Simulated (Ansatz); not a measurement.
This run works on a generated trial structure, not on a known crystal.

Input and command of a plane-wave DFT calculation in Ansatz:

```yaml
crystal:
  lattice:
    - [-2.02866604, 2.96539843, 4.40778219]
    - [2.02866604, -2.96539843, 4.40778219]
    - [2.02866604, 2.96539843, -4.40778219]
  atoms:
    - { symbol: Yb, position: [0.18923001, 0.68923001, 0.5] }
    - { symbol: Yb, position: [0.81076999, 0.31076999, 0.5] }
    - { symbol: Ti, position: [0.5, 0.5, 0.0] }
    - { symbol: Zn, position: [0.0, 0.0, 0.0] }
    - { symbol: C, position: [0.29332, 0.0, 0.29332] }
    - { symbol: C, position: [0.70668, 0.0, 0.70668] }
basis:
  ecutwfc: 420
kpoints:
  mp_grid: { grid: [5, 5, 5] }
hamiltonian:
  xc: pbe
scf:
  occupations: { method: gaussian, width: 0.2 }
  lower_state_search: "off"
output:
  forces: true
  stress: true
  eigenvalues: true
relax:
  adjacent_minimum: "off"
  f_tol: 0.08
  max_steps: 16
  cell: { stress_tol: 0.8 }
```

```bash
ansatz run input.yaml --threads 1 --pin off --max-ram 2560MiB --backend cpu --events-out ev --progress --plain --runs-dir out
```

Processor: Arm Neoverse N1, 1 thread, on a host shared with other jobs.

Task: Estimate time, memory and problem size.

Result: About 2.7 min, peak memory 0.56 GiB. It solves 48 bands at 27 k points (after reduction by symmetry) with about 2031 plane waves (on the last cell), in 53 SCF iterations over 6 ionic steps.
